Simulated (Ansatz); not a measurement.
A bilayer cut from bulk MoS2 (3R-MoS2 type, space group R3m), in the bulk's stacking and in-plane cell, with 15 Å of vacuum. The upper layer (atoms 4 to 6) slides over the lower.

```
CELL_PARAMETERS angstrom
      3.17521     0.00000     0.00000
      1.58761     2.74982     0.00000
      0.00000     0.00000    24.30410
ATOMIC_POSITIONS crystal
  S  0.49998 0.49998 0.30859
  Mo 0.83331 0.83331 0.37257
  S  0.49998 0.49998 0.43652
  S  0.16665 0.16665 0.56348
  Mo 0.49998 0.49998 0.62746
  S  0.16665 0.16665 0.69141
```

In-plane vectors a = (3.175, 0.000) Å, b = (1.588, 2.750) Å, area 8.73 Å². The shift is s times the vector a + b (length 5.500 Å), so s = 1 restores the start. Atoms relax along the normal only. γ = [E(shift) − E(0)] / area.

All values below come from r2SCAN+rVV10 (plane waves to 500 eV, PAW, scalar-relativistic; Ansatz, a quantum-chemistry and plane-wave program). k mesh 12×12×1 (Γ-centred), Fermi-Dirac smearing 0.05 eV. E is the zero-smearing estimate. MoS2 is run without spin polarisation. MoS2 was relaxed with its symmetry unable to fall. This is one of several known forms of MoS2; the measured ambient cells at hand have space group No. 194. The zero of γ is zero shift.

```csv
s,γ (mJ/m²)
0.000,0
0.083,27
0.167,80
0.250,115
0.333,126
0.417,115
0.500,80
0.583,27
0.667,0
0.750,15
0.833,27
0.917,15
```

Q: Does γ have a local minimum between the ends of the line, and at which s?

A: s = 0.667.

Q: Which barrier is met on the easier way from s = 0 (or 1) to s = 0.667?

A: 27 mJ/m².

Q: By a periodic cubic spline through the points, what shear stress does the steepest rise of γ from s = 0 correspond to?

A: 1.2 GPa. A slope of 1 mJ/m² per Å is 0.01 GPa.

(The slope of γ gives the shear force per area between the displaced halves; near zero shift its curvature is an elastic stiffness.)
